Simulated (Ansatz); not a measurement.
# Trigonal deformation path in Au

Theory: DFT PBEsol, scalar-relativistic, plane waves, PAW (Ansatz). The runs took a 420 eV cutoff, a Γ-centred 22×22×22 mesh and Gaussian smearing (0.15 eV). Spin–orbit coupling is left out, which can shift energies with elements as heavy as these. No spin polarisation. Energies are free energies at this smearing, counted from the undisturbed cell; pressure is positive in compression.

Reference structure (as given, not relaxed at this level; it stands at -9.4 GPa; this bcc form isn't the usual structure):

```xyz
1
Lattice="-1.6573 1.6573 1.6573 1.6573 -1.6573 1.6573 1.6573 1.6573 -1.6573" Properties=species:S:1:pos:R:3 pbc="T T T"
Au    0.0000    0.0000    0.0000
```

At fixed volume and fractional coordinates, lengths along (0.577, 0.577, 0.577) are scaled against those across it; ρ is that ratio over its starting value. The cell is metallic on the mesh throughout. At ρ = 2.000 the cell becomes cubic (Pm-3m), and there the slope of the energy vanishes by symmetry. At -9 GPa the given cell is far from its own equilibrium, so these figures belong to a strongly strained crystal.

Over the sampled range (0.500 to 2.000), is the undisturbed cell the lowest point?

Yes, every other sampled point lies higher.

The scan:

| ρ | ΔE (meV/atom) |
| --- | --- |
| 0.500 | 11318.6 |
| 0.600 | 4176.7 |
| 0.710 | 1263.8 |
| 0.850 | 164.8 |
| 0.930 | 26.2 |
| 1.000 | 0.0 |
| 1.200 | 57.4 |
| 1.410 | 127.4 |
| 1.700 | 223.3 |
| 2.000 | 261.2 |